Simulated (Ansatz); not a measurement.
# Stress against strain in Ir

```xyz
1
Lattice="0.0000 1.9197 1.9197 1.9197 0.0000 1.9197 1.9197 1.9197 0.0000" Properties=species:S:1:pos:R:3 pbc="T T T"
Ir    0.0000    0.0000    0.0000
```

The geometry is COD entry 9008470, unchecked; take it as a test cell.

Spin–orbit coupling is left out, though it moves levels of the heavy atoms by tenths of an eV or more.

Theory: Ansatz 0.2.0, DFT, PBEsol, all-electron LAPW, scalar-relativistic.

Settings: a Γ-centred 15×15×15 k mesh, Fermi–Dirac smearing of 0.05 eV, basis error target 0.5 meV/atom, no spin polarisation.

The strain is applied along the Cartesian axes of the cell as listed (the other components stay zero). Fractional coordinates are held (clamped ions).

σ is the change of stress from the unstrained cell, which is at -2.83 GPa; tension is positive, so slopes are stress–strain coefficients at that pressure. In a metal the k mesh adds noise.

Only quantities that a quadratic follows smoothly over the whole series are listed; rougher ones are left out.

```tsv
εzz	σzz (GPa)	σxx (GPa)
-0.0300	-20.86	-8.29
-0.0200	-13.51	-5.27
-0.0100	-6.55	-2.52
0.0000	0.00	0.00
0.0200	11.87	4.46
0.0300	17.22	6.42
```

(1) Fit the series and read off the stiffness at zero strain.

(2) One run, at εzz = 0.0100, is withheld. Predict its row.

Answers

(1) Least-squares fits y = p0 + p1 x + p2 x² to the rows give σzz (GPa): p1 = 635, p2 = -2000; σxx (GPa): p1 = 245, p2 = -1100. So C11 = 635 GPa and C12 = 245 GPa, which gives B = (C11 + 2 C12)/3 = 375 GPa.

(2) The fits give 6.14, 2.36; the run gave 6.14, 2.32.
